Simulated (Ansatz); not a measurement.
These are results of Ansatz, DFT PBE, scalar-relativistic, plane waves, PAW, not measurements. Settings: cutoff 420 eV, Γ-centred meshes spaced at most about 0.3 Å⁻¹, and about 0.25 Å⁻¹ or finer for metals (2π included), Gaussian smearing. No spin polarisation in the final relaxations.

All energies are static (0 K, no zero-point motion). Lower structures may exist.

Problem. Which of these relaxed structures of Ti₃Se is the lowest in energy?
A.

```cif
data_structure
_symmetry_space_group_name_H-M 'P-6m2'
_symmetry_Int_Tables_number 187
_cell_length_a 3.1970
_cell_length_b 3.1970
_cell_length_c 7.9533
_cell_angle_alpha 90.000
_cell_angle_beta 90.000
_cell_angle_gamma 120.000
_cell_volume 70.40
loop_
_atom_site_label
_atom_site_type_symbol
_atom_site_symmetry_multiplicity
_atom_site_Wyckoff_symbol
_atom_site_fract_x
_atom_site_fract_y
_atom_site_fract_z
_atom_site_occupancy
Ti1 Ti 2 h 0.33333 0.66667 0.22719 1
Ti2 Ti 1 f 0.66667 0.33333 0.50000 1
Se1 Se 1 a 0.00000 0.00000 0.00000 1
```

B.

```cif
data_structure
_symmetry_space_group_name_H-M 'Im-3m'
_symmetry_Int_Tables_number 229
_cell_length_a 5.2901
_cell_length_b 5.2901
_cell_length_c 5.2901
_cell_angle_alpha 90.000
_cell_angle_beta 90.000
_cell_angle_gamma 90.000
_cell_volume 148.05
loop_
_atom_site_label
_atom_site_type_symbol
_atom_site_symmetry_multiplicity
_atom_site_Wyckoff_symbol
_atom_site_fract_x
_atom_site_fract_y
_atom_site_fract_z
_atom_site_occupancy
Ti1 Ti 6 b 0.50000 0.00000 0.00000 1
Se1 Se 2 a 0.00000 0.00000 0.00000 1
```

C.

```cif
data_structure
_symmetry_space_group_name_H-M 'P6/mmm'
_symmetry_Int_Tables_number 191
_cell_length_a 5.2071
_cell_length_b 5.2071
_cell_length_c 2.9846
_cell_angle_alpha 90.000
_cell_angle_beta 90.000
_cell_angle_gamma 120.000
_cell_volume 70.08
loop_
_atom_site_label
_atom_site_type_symbol
_atom_site_symmetry_multiplicity
_atom_site_Wyckoff_symbol
_atom_site_fract_x
_atom_site_fract_y
_atom_site_fract_z
_atom_site_occupancy
Ti1 Ti 3 g 0.50000 0.00000 0.50000 1
Se1 Se 1 a 0.00000 0.00000 0.00000 1
```

D.

```cif
data_structure
_symmetry_space_group_name_H-M 'P4/mmm'
_symmetry_Int_Tables_number 123
_cell_length_a 3.3567
_cell_length_b 3.3567
_cell_length_c 5.8007
_cell_angle_alpha 90.000
_cell_angle_beta 90.000
_cell_angle_gamma 90.000
_cell_volume 65.36
loop_
_atom_site_label
_atom_site_type_symbol
_atom_site_symmetry_multiplicity
_atom_site_Wyckoff_symbol
_atom_site_fract_x
_atom_site_fract_y
_atom_site_fract_z
_atom_site_occupancy
Ti1 Ti 2 h 0.50000 0.50000 0.26050 1
Ti2 Ti 1 a 0.00000 0.00000 0.00000 1
Se1 Se 1 b 0.00000 0.00000 0.50000 1
```

Solution. D. It has space group P4/mmm (No. 123); the next, A, with space group P-6m2 (No. 187), lies 11 meV/atom higher. Counting Ti atoms around Se (those within 1.25 times the shortest such distance or 1.15 times the sum of covalent radii), the lowest has Se 10 and the next has Se 6.

The k mesh leaves some 4 meV/atom of noise in the energy of each metallic cell. The P-6m2 cell at 17.6 Å³/atom was relaxed from a Materials Project cell. Cells relaxed within their symmetry can be saddle points. Some structure types and database cells were kept out of the candidates from the start, so a known form may be missing.
